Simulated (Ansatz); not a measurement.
The elements of this relaxed trial crystal are hidden behind letters.

```
lattice vectors (Å)
   0.0000    3.2425    3.2425
   3.2425    0.0000    3.2425
   3.2425    3.2425    0.0000
fractional positions
X 0.0000 0.0000 0.0000
Z 0.2500 0.2500 0.2500
Z 0.5000 0.5000 0.5000
Z 0.7500 0.7500 0.7500
```

Computed with DFT PBE, scalar-relativistic, plane waves, PAW (Ansatz 0.2.0). Cutoff 420 eV, Γ-centred 12×12×12 mesh (4-atom cell), Gaussian smearing of 0.10 eV, no spin polarisation.

* Space group: Fm-3m (No. 225)
* Conventional cell: a = 6.485 Å
* Volume per atom: 17.05 Å³
* Density: 4.27 g/cm³
* Energy over the elements: +0.27 eV/atom
* Gap on the 12×12×12 mesh of the 4-atom cell: 0 eV (a metal)

Energies are uncorrected and count from the elements' standard states at the same level.

Question: X is a d-block element of period 5 and Z is a p-block element of period 3. Which elements are they?

Answer: X = Zr, Z = Si, so the formula is ZrSi3, here in the BiF3 (D0_3) type. Density times volume gives a mean mass of 4.27 × 17.05/1.6605 = 43.8 u per atom, and this set has 43.9 u. Among the elements that the hints allow, noble gases aside, only these give it. Zr is surrounded by 8 Si at 2.81 Å and 6 Si at 3.24 Å; Si on a site of symmetry -43m is surrounded by 4 Si at 2.81 Å, 4 Zr at 2.81 Å and 6 Si at 3.24 Å; around Si on a site of symmetry m-3m lie 8 Si at 2.81 Å and 6 Zr at 3.24 Å.

Symmetry constrained the relaxation, so the result can be a saddle point.
